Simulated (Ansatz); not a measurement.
A plane-wave DFT run in Ansatz 0.2.0 (scalar-relativistic PAW potentials unless the input names others): input and command.

```yaml
crystal:
  lattice:
    - [2.654386355, 0.0, 0.0]
    - [-1.3271931775, 2.2987660149, 0.0]
    - [0.0, 0.0, 4.2773473127]
  atoms:
    - { symbol: Rh, position: [0.6666666667, 0.3333333333, 0.75] }
    - { symbol: Rh, position: [0.3333333333, 0.6666666667, 0.25] }
basis:
  ecutwfc: 420
kpoints:
  mp_grid: { grid: [18, 18, 10] }
hamiltonian:
  xc: lda
scf:
  occupations: { method: fermi_dirac, width: 0.15 }
  max_iter: 75
output:
  forces: true
  eigenvalues: true
  stress: true
relax:
  adjacent_minimum: "off"
  f_tol: 0.001
  max_steps: 60
  cell: { stress_tol: 0.01, fix: [volume] }
magnetization:
  spin_polarized: true
  initial_magnetization: 7
```

```bash
ansatz run input.yaml --threads 1 --pin off --max-ram 3072MiB --backend cpu --events-out ev --progress --plain --runs-dir out
```

Abridged log:
```
Warning: where an SCF of this run starts from atoms to list the orders of its open shells, Rh (sites 0, 1, from 0) starts with 2.00 μB on its 4d shell and 1.00 μB on its 5s shell, in the place of the 3.50 μB that the deck gives it: its open shells can hold no more by Hund's first rule. To start from spheres of the given moment, type scf.initial_density.shell_occupations: []
Basis set: ecut = 420 eV, 537 PW (Γ)
Bands: 25, of which v1, the nominal top of the filled ones, is band 17 counted from 1 (16 counted from 0)
Symmetry: 24 space group operations
k-points: 222 of 3240
SCF iter   1: F=—  HF=-12543.227659 eV  |F-HF|=—  |Δ(HF+E_count)|=         —  Δρ=1.18e-1 (↑3.01e-2 ↓1.18e-1) dr2=3.44e0  dr2_m=9.42e-1  M=7.000 μB ∫|m|=7.000 μB  β_m=0.30  ethr=3.10e-3  ⟨swp⟩=5.1  Hψ=43855  notcnv=0
Mixer restart at iter 1: flushing history
SCF iter   2: F=—  HF=-12555.411069 eV  |F-HF|=—  |Δ(HF+E_count)|=         —  Δρ=8.71e-2 (↑8.71e-2 ↓6.82e-2) dr2=1.30e0  dr2_m=1.14e0  M=2.921 μB ∫|m|=2.921 μB  β_m=0.30  ethr=3.10e-3  ⟨swp⟩=2.4  Hψ=19481  notcnv=0  defer=397
Mixer restart at iter 2: flushing history
SCF iter   3: F=—  HF=-12555.645102 eV  |F-HF|=—  |Δ(HF+E_count)|=   2.34e-1  Δρ=5.68e-2 (↑5.68e-2 ↓5.27e-2) dr2=1.35e-1  dr2_m=6.71e-1  M=2.705 μB ∫|m|=2.706 μB  β_m=0.47  ethr=3.10e-3  ⟨swp⟩=2.5  Hψ=17571  notcnv=0  defer=399
SCF iter   4: F=—  HF=-12557.851485 eV  |F-HF|=—  |Δ(HF+E_count)|=         —  Δρ=1.07e-1 (↑1.07e-1 ↓9.85e-2) dr2=3.63e-2  dr2_m=2.52e0  M=0.248 μB ∫|m|=0.248 μB  β_m=1.00  ethr=3.96e-4  ⟨swp⟩=1.6  Hψ=16293  notcnv=0  defer=666
Mixer restart at iter 4: flushing history
SCF iter   5: F=—  HF=-12557.356093 eV  |F-HF|=—  |Δ(HF+E_count)|=   4.95e-1  Δρ=1.43e-2 (↑7.32e-3 ↓1.43e-2) dr2=9.17e-2  dr2_m=6.82e-3  M=0.054 μB ∫|m|=0.054 μB  β_m=0.47  ethr=1.47e-4  ⟨swp⟩=2.0  Hψ=20245  notcnv=0  defer=667
SCF iter   6: F=—  HF=-12557.319262 eV  |F-HF|=—  |Δ(HF+E_count)|=   3.68e-2  Δρ=5.19e-3 (↑5.19e-3 ↓2.74e-3) dr2=3.20e-3  dr2_m=3.09e-3  M=0.031 μB ∫|m|=0.031 μB  β_m=0.44  ethr=1.47e-4  ⟨swp⟩=2.3  Hψ=21997  notcnv=0  defer=315
SCF iter   7: F=—  HF=-12557.317656 eV  |F-HF|=—  |Δ(HF+E_count)|=   1.61e-3  Δρ=2.70e-3 (↑2.43e-3 ↓2.70e-3) dr2=7.17e-5  dr2_m=1.55e-3  M=0.021 μB ∫|m|=0.021 μB  β_m=0.72  ethr=9.41e-6  ⟨swp⟩=2.8  Hψ=19756  notcnv=0  defer=462
SCF iter   8: F=—  HF=-12557.317821 eV  |F-HF|=—  |Δ(HF+E_count)|=   1.65e-4  Δρ=1.77e-4 (↑1.77e-4 ↓1.64e-4) dr2=1.23e-6  dr2_m=5.85e-6  M=0.001 μB ∫|m|=0.001 μB  β_m=0.73  ethr=2.11e-7  ⟨swp⟩=2.2  Hψ=17218  notcnv=0  defer=438
   ...
SCF iter   3: F=-12557.317828 eV  HF=-12557.317828 eV  |F-HF|=2.13e-9  |Δ(HF+E_count)|=   2.40e-7  Δρ=6.40e-6 (↑6.40e-6 ↓6.22e-6) dr2=1.46e-9  dr2_m=9.10e-9  M= 0.000 μB ∫|m|=0.000 μB  β_m=0.76  ethr=1.31e-10  ⟨swp⟩=2.0  Hψ=36588  notcnv=0
SCF iter   4: F=-12557.317828 eV  HF=-12557.317828 eV  |F-HF|=3.91e-10  |Δ(HF+E_count)|=   3.54e-9  Δρ=1.12e-6 (↑1.12e-6 ↓9.01e-7) dr2=5.20e-10  dr2_m=4.79e-11  M= 0.000 μB ∫|m|=0.000 μB  β_m=0.74  ethr=4.29e-12  ⟨swp⟩=1.3  Hψ=31488  notcnv=0
SCF iter   5: F=-12557.317828 eV  HF=-12557.317828 eV  |F-HF|=3.93e-10  |Δ(HF+E_count)|=  2.55e-11  Δρ=7.88e-7 (↑6.87e-7 ↓7.88e-7) dr2=4.82e-10  dr2_m=4.37e-12  M= 0.000 μB ∫|m|=0.000 μB  ethr=1.53e-12  ⟨swp⟩=1.0  Hψ=31789  notcnv=0
the starting moments were not kept: the SCF closed with an absolute magnetisation of 1.9e-6 μB, where they sum to 7 μB in size (2 sites). That is at most 0.1 of that sum. Measured as dr2_m measures the in/out step, that magnetisation stands 1.4e-12 eV from none, at or under the dr2_threshold of 5.6e-8 eV: it is no larger than a step whose dr2_m would equal this threshold.
SCF 2 converged in 5 iterations: F = -12557.317828 eV  dr2 = 4.82e-10
relax step   2: F+E_penalty+E_count = -12557.31782797 eV  Δ(F+E_penalty+E_count) = -9.045e-6 eV  max|allowed force component| = 3.701e-17 eV/Å  Δτ_max = 0.0000 Å  P = +6.569 GPa  Ω = 26.100 Å³  energy of the carried Pulay correction = +5.576e-7 eV  fix = [volume]  reactions: volume +6.569 GPa (5 SCF iters, dr2 threshold 5.64e-8 eV, accepted)
Initial wavefunctions: pseudopotential atomic-orbital guess (no wavefunctions were taken with the density)
SCF iter   1: F=—  HF=-12557.317830 eV  |F-HF|=—  |Δ(HF+E_count)|=         —  Δρ=8.35e-7 (↑6.23e-7 ↓8.35e-7) dr2=2.33e-10  dr2_m=6.26e-12  M= 0.000 μB ∫|m|=0.000 μB  β_m=0.65  ethr=1.11e-8  ⟨swp⟩=3.9  Hψ=81088  notcnv=0
SCF iter   2: F=—  HF=-12557.317829 eV  |F-HF|=—  |Δ(HF+E_count)|=   8.84e-7  Δρ=2.31e-7 (↑2.31e-7 ↓1.97e-7) dr2=1.52e-11  dr2_m=1.41e-12  M= 0.000 μB ∫|m|=0.000 μB  β_m=0.43  ethr=6.85e-13 (applied; sched 1.00e-12)  ⟨swp⟩=3.0  Hψ=22722  notcnv=0
SCF iter   3: F=—  HF=-12557.317829 eV  |F-HF|=—  |Δ(HF+E_count)|=    0.00e0  Δρ=1.57e-7 (↑1.09e-7 ↓1.57e-7) dr2=3.08e-12  dr2_m=7.96e-13  M= 0.000 μB ∫|m|=0.000 μB  β_m=0.61  ethr=4.46e-14 (applied; sched 1.00e-12)  ⟨swp⟩=2.1  Hψ=17019  notcnv=0
SCF iter   4: F=—  HF=-12557.317829 eV  |F-HF|=—  |Δ(HF+E_count)|=  7.28e-12  Δρ=3.71e-8 (↑3.71e-8 ↓3.21e-8) dr2=2.69e-13  dr2_m=4.94e-14  M= 0.000 μB ∫|m|=0.000 μB  β_m=0.62  ethr=9.04e-15 (applied; sched 1.00e-12)  ⟨swp⟩=2.1  Hψ=16547  notcnv=0
SCF iter   5: F=-12557.317829 eV  HF=-12557.317829 eV  |F-HF|=3.64e-12  |Δ(HF+E_count)|=  3.64e-12  Δρ=1.58e-8 (↑1.25e-8 ↓1.58e-8) dr2=1.42e-13  dr2_m=2.63e-15  M= 0.000 μB ∫|m|=0.000 μB  ethr=1.00e-12  ⟨swp⟩=2.1  Hψ=31598  notcnv=0
the starting moments were not kept: the SCF closed with an absolute magnetisation of 5.3e-8 μB, where they sum to 7 μB in size (2 sites). That is at most 0.1 of that sum. Measured as dr2_m measures the in/out step, that magnetisation stands 1.0e-15 eV from none, at or under the dr2_threshold of 8.0e-13 eV: it is no larger than a step whose dr2_m would equal this threshold.
SCF 3 converged in 5 iterations: F = -12557.317829 eV  dr2 = 1.42e-13
SCF converged after 5 iterations
Magnetization:  0.0000 μB (17.0000 up, 17.0000 down)
Absolute magnetization: 0.0000 μB (∫|ρ↑−ρ↓|, with the PAW one-centre terms)
Spin contamination: 0.0000 ħ² per cell (⟨S²⟩ above its minimum at these occupations)
Per-site moments (μB) at R_I (Å): [(-2.53211519e-8, 1.08555872), (-2.53211519e-8, 1.08555872)]
Free energy (F): -12557.317829 eV
Harris-Foulkes:  -12557.317829 eV  (|F-HF|=3.64e-12)
Internal energy: -12557.098675 eV  (E = F + TS)
E sigma→0 (E₀):  -12557.208252 eV
Entropy (-TS):   -0.219154 eV (-109.577 meV/atom)
Fermi energy:    23.700364 eV
--- Forces (eV/Å), atoms counted from 1 ---
  atom   1  Rh     0.00000000     0.00000000     0.00000000
  atom   2  Rh     0.00000000     0.00000000     0.00000000
--- Stress (GPa, compression-positive) ---
        6.567393       0.000000       0.000000
        0.000000       6.567393       0.000000
        0.000000       0.000000       6.571080
  P = ⅓ Tr σ = 6.5686 GPa (65.686 kbar)
--- Relaxed structure (2 steps of the walk, 2 accepted, 1 SCFs on fresh bases) ---
  F+E_penalty+E_count = -12557.31782915 eV   max|allowed force component| = 3.701e-17 eV/Å   (the final SCF, on the basis selected at the relaxed cell)
  cell:  # Å, volume = 26.0996 Å³
    - [2.65378032, 0.0, 0.0]
    - [-1.32689016, 2.29824117, 0.0]
    - [0.0, 0.0, 4.27930113]
  atoms:
    - { symbol: Rh, position: [0.66666666, 0.33333333, 0.75000000] }
    - { symbol: Rh, position: [0.33333333, 0.66666666, 0.25] }
```

Apart from outputs and empty bands, the input differs from a reference run on usual settings in magnetization: not typed → {"spin_polarized": true, "initial_magnetization": 7}; scf.max_iter: not typed → 75. The reference, at the same start, ended its own course with pressure 6.57 GPa, largest force 0.000 eV/Å, no gap on the mesh. This run converged in 22 SCF iterations over all its steps (reference: 20) with an energy at zero smearing within 0.01 meV/atom of the reference's, pressure 6.57 GPa, largest force 0.000 eV/Å, no gap on the mesh.

It took 24 s on 1 thread of Intel(R) Xeon(R) 6975P-C (Granite Rapids) (shared host), peak memory 0.54 GiB.